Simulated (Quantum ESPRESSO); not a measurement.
# W4Sn4: input and log of a self-consistent run

Simulated, not a measurement. The program is pw.x of Quantum ESPRESSO 7.5 (plane-wave density functional theory). The cell is made up: eight metal atoms on a hexagonal close-packed lattice, with elements, volume, strain and displacements drawn at random and not relaxed, so it may be unstable or far from any real phase. PseudoDojo standard norm-conserving files set the functional (PBE unless stated); there is no spin polarisation or spin-orbit coupling, the Fermi-Dirac width of 0.25 eV means electrons at about 2900 K, and the masses in the input are unused placeholders. The tin pseudopotential is less sure than most, with forces differing by about three percent from a second method on plain tin. Heavy elements are run without spin-orbit coupling, which real alloys of them have. A spin test at this wide smearing found no moment, but such smearing suppresses magnetism that the real alloy may have.

Input:

```
&control calculation='scf', pseudo_dir='./dojo.nc.sr.pbe.v0_5.standard.upf', outdir='./o', disk_io='minimal', tprnfor=.true., tstress=.true. /
&system ibrav=0, nat=8, ntyp=2, nbnd=70, ecutwfc=84.00895049, nosym=.true., tot_charge=0,
 occupations='smearing', smearing='fd', degauss=0.0183746611
/
&electrons conv_thr=1.470e-08, electron_maxstep=70, mixing_beta=0.5 /
ATOMIC_SPECIES
Sn 1.0 Sn.upf
W 1.0 W.upf
CELL_PARAMETERS angstrom
-2.9535 -0.0191 -0.003
0.0283 5.1817 -4.8376
-0.038 -5.1428 -4.7956
ATOMIC_POSITIONS angstrom
W -0.2398 0.0282 -0.197
Sn -0.0399 1.7884 -2.2457
Sn -0.1476 -0.1348 -4.9161
Sn -0.0506 1.6688 -7.2427
Sn -1.6193 -0.8856 -2.5581
W -1.4814 -2.6597 -4.879
W -1.4077 -0.7836 -7.2205
W -1.6364 2.4327 -4.7958
K_POINTS automatic
8 4 4 1 1 1
```

The log is shortened where brackets say so; the opening notice, blank lines, dates and the lines on written files are dropped, and the path of the files is cut. It prints rydbergs, bohrs and kilobars, and counts compression as positive stress. Its total energy is the free energy E - TS of the whole cell.

```
     Program PWSCF v.7.5
     Parallel version (MPI & OpenMP), running on       4 processor cores
     Number of MPI processes:                 4
     Threads/MPI process:                     1
     [start-up lines left out]
     bravais-lattice index     =            0
     lattice parameter (alat)  =       5.5814  a.u.
     unit-cell volume          =     991.1002 (a.u.)^3
     number of atoms/cell      =            8
     number of atomic types    =            2
     number of electrons       =       112.00
     number of Kohn-Sham states=           70
     kinetic-energy cutoff     =      84.0090  Ry
     charge density cutoff     =     336.0358  Ry
     scf convergence threshold =      1.5E-08
     mixing beta               =       0.5000
     number of iterations used =            8  plain     mixing
     Exchange-correlation= PBE
                           (   1   4   3   4   0   0   0)
     [axes and pseudopotential details left out]
   Cartesian axes
     site n.     atom                  positions (alat units)
         1        W      tau(   1) = (  -0.0811901   0.0095478  -0.0666991  )
         2        Sn     tau(   2) = (  -0.0135091   0.6055059  -0.7603358  )
         3        Sn     tau(   3) = (  -0.0499735  -0.0456398  -1.6644641  )
         4        Sn     tau(   4) = (  -0.0171318   0.5650124  -2.4521906  )
         5        Sn     tau(   5) = (  -0.5482530  -0.2998412  -0.8661064  )
         6        W      tau(   6) = (  -0.5015637  -0.9005055  -1.6519030  )
         7        W      tau(   7) = (  -0.4766107  -0.2653067  -2.4446742  )
         8        W      tau(   8) = (  -0.5540426   0.8236492  -1.6237336  )
     number of k points=    64  Fermi-Dirac smearing, width (Ry)=  0.0184
                       cart. coord. in units 2pi/alat
        k(    1) = (  -0.0624241   0.0000893  -0.0765874), wk =   0.0312500
        k(    2) = (  -0.0618814  -0.0717455  -0.1535287), wk =   0.0312500
     [further k points left out]
     Dense  grid:   103105 G-vectors     FFT dimensions: (  36,  80,  80)
     Estimated max dynamical RAM per process >     398.40 MB
     Estimated total dynamical RAM >       1.48 GB
     Initial potential from superposition of free atoms
     starting charge     111.9918, renormalised to     112.0000
     Starting wfcs are   76 randomized atomic wfcs
     total cpu time spent up to now is        6.8 secs
     per-process dynamical memory:   321.8 Mb
     Self-consistent Calculation
     iteration #  1     ecut=    84.01 Ry     beta= 0.50
     Davidson diagonalization with overlap
     ethr =  1.00E-02,  avg # of iterations =  2.9
     Threshold (ethr) on eigenvalues was too large:
     Diagonalizing with lowered threshold
     Davidson diagonalization with overlap
     ethr =  4.66E-04,  avg # of iterations =  3.0
     total cpu time spent up to now is       36.4 secs
     total energy              =   -1236.54412384 Ry
     estimated scf accuracy    <       0.53492112 Ry
     iteration #  2     ecut=    84.01 Ry     beta= 0.50
     Davidson diagonalization with overlap
     ethr =  4.78E-04,  avg # of iterations =  5.9
     total cpu time spent up to now is       55.7 secs
     total energy              =   -1236.04722091 Ry
     estimated scf accuracy    <       9.64889266 Ry
     iteration #  3     ecut=    84.01 Ry     beta= 0.50
     Davidson diagonalization with overlap
     ethr =  4.78E-04,  avg # of iterations =  4.0
     total cpu time spent up to now is       72.4 secs
     total energy              =   -1236.70852393 Ry
     estimated scf accuracy    <       0.83815818 Ry
     iteration #  4     ecut=    84.01 Ry     beta= 0.50
     Davidson diagonalization with overlap
     ethr =  4.78E-04,  avg # of iterations =  2.0
     total cpu time spent up to now is       86.1 secs
     total energy              =   -1236.77018059 Ry
     estimated scf accuracy    <       0.14371215 Ry
     iteration #  5     ecut=    84.01 Ry     beta= 0.50
     Davidson diagonalization with overlap
     ethr =  1.28E-04,  avg # of iterations =  2.9
     total cpu time spent up to now is      100.8 secs
     total energy              =   -1236.77962347 Ry
     estimated scf accuracy    <       0.22608250 Ry
     [iterations 6 to 13 left out]
     iteration # 14     ecut=    84.01 Ry     beta= 0.50
     Davidson diagonalization with overlap
     ethr =  2.12E-09,  avg # of iterations =  2.0
     total cpu time spent up to now is      230.6 secs
     total energy              =   -1236.79713141 Ry
     estimated scf accuracy    <       0.00000007 Ry
     iteration # 15     ecut=    84.01 Ry     beta= 0.50
     Davidson diagonalization with overlap
     ethr =  6.06E-11,  avg # of iterations =  3.8
     total cpu time spent up to now is      246.0 secs
     total energy              =   -1236.79713141 Ry
     estimated scf accuracy    <       0.00000007 Ry
     iteration # 16     ecut=    84.01 Ry     beta= 0.50
     Davidson diagonalization with overlap
     ethr =  5.97E-11,  avg # of iterations =  2.0
     total cpu time spent up to now is      259.5 secs
     total energy              =   -1236.79713142 Ry
     estimated scf accuracy    <       0.00000010 Ry
     iteration # 17     ecut=    84.01 Ry     beta= 0.50
     Davidson diagonalization with overlap
     ethr =  5.97E-11,  avg # of iterations =  1.1
     total cpu time spent up to now is      271.8 secs
     total energy              =   -1236.79713142 Ry
     estimated scf accuracy    <       0.00000002 Ry
     iteration # 18     ecut=    84.01 Ry     beta= 0.50
     Davidson diagonalization with overlap
     ethr =  1.65E-11,  avg # of iterations =  1.5
     total cpu time spent up to now is      284.5 secs
     End of self-consistent calculation
     [lines on levels left out]
!    total energy              =   -1236.79713142 Ry
     estimated scf accuracy    <          1.7E-09 Ry
     smearing contrib. (-TS)   =      -0.09636976 Ry
     internal energy E=F+TS    =   -1236.70076166 Ry
     The total energy is F=E-TS. E is the sum of the following terms:
     one-electron contribution =    -207.11392484 Ry
     hartree contribution      =     183.13211710 Ry
     xc contribution           =    -309.49757836 Ry
     ewald contribution        =    -903.22137556 Ry
     convergence has been achieved in  18 iterations
     Forces acting on atoms (cartesian axes, Ry/au):
     atom    1 type  2   force =     0.00852900   -0.05121354    0.04442885
     atom    2 type  1   force =     0.01254361    0.07621141   -0.10315907
     atom    3 type  1   force =     0.01999566    0.02147069   -0.02824736
     atom    4 type  1   force =     0.00321190   -0.01153774   -0.03380608
     atom    5 type  1   force =     0.00189872   -0.02815457    0.08934920
     atom    6 type  2   force =    -0.00996268    0.00593677    0.08368834
     atom    7 type  2   force =    -0.03572936   -0.05718825   -0.09682351
     atom    8 type  2   force =    -0.00048684    0.04447523    0.04456963
     Total force =     0.240886     Total SCF correction =     0.000192
     Computing stress (Cartesian axis) and pressure
          total   stress  (Ry/bohr**3)                   (kbar)     P=       96.97
   0.00084203   0.00003981   0.00007323          123.87        5.86       10.77
   0.00003981   0.00056485  -0.00000929            5.86       83.09       -1.37
   0.00007323  -0.00000929   0.00057064           10.77       -1.37       83.94
     init_run     :      6.39s CPU      6.63s WALL (       1 calls)
     electrons    :    272.47s CPU    277.75s WALL (       1 calls)
     forces       :      2.79s CPU      2.79s WALL (       1 calls)
     stress       :     10.00s CPU     10.01s WALL (       1 calls)
     [timing details left out]
     PWSCF        :   4m51.82s CPU   4m57.38s WALL
     JOB DONE.
```

In other units: free energy -16827.482 eV for the cell, pressure 9.70 GPa, largest force component 2.652 eV/Å in size. The run took 299 s of wall time with four MPI processes on a shared machine (AMD EPYC, Zen 5, virtual cores), so the time is rough. A rerun of this cell at a higher cutoff and on a denser mesh moved values by no more than 0.008 eV in energy, 0.03 GPa in stress and 0.012 eV/Å in force, and a second program with other atomic files agreed on that cell to 2 % rms in force and 0.5 GPa in pressure.